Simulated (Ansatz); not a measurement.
**AlRu: elastic constants from stress and strain**

```yaml
crystal:
  lattice:
    - [2.99160, 0.00000, 0.00000]
    - [0.00000, 2.99160, 0.00000]
    - [0.00000, 0.00000, 2.99160]
  atoms:
    - { symbol: Al, position: [0.00000, 0.00000, 0.00000] }
    - { symbol: Ru, position: [0.50000, 0.50000, 0.50000] }
```

Atoms are numbered in the order listed.

The geometry is COD entry 1527371, unchecked; take it as a test cell.

Spin polarisation is left out, and whether a magnetic state lies lower isn't shown here.

Level of theory: DFT, PBEsol, all-electron LAPW, scalar-relativistic in Ansatz 0.2.0.

The runs use a Γ-centred 12×12×12 k mesh, Fermi–Dirac smearing of 0.05 eV, basis error target 1 meV/atom, no spin polarisation.

The unstrained cell is at -3.42 GPa. Large strains and very small stresses are left out. Each strain is applied once, with fractional coordinates held (clamped ions), and σ below is the change of stress, positive in tension. One finite strain gives stress–strain coefficients at this pressure with an error of the order of the strain times third-order constants, a few per cent for each per cent of strain. In a metal the k mesh adds noise of tens of per cent to soft shears.

Question: Estimate the stiffness probed by this change, and the stress that it gives: equal xy, yz and zx engineering shear strains of -1 %.

Answer: σxy = -1.34 GPa and γxy = 2εxy = -0.0100, so C44 (clamped ions) = σxy/γxy = 134 GPa.

Question: Estimate the stiffness probed by this change, and the stress that it gives: equal xy, yz and zx engineering shear strains of +1 %.

Answer: σxy = 1.25 GPa and γxy = 2εxy = 0.0100, so C44 (clamped ions) = σxy/γxy = 125 GPa.

Question: The two estimates of C44 (clamped ions) differ. Why, and which value is best?

Answer: Finite strains add third-order terms, and in a metal the k mesh adds noise; two strains on one mesh can't tell these apart, so neither value is shown to be the better.
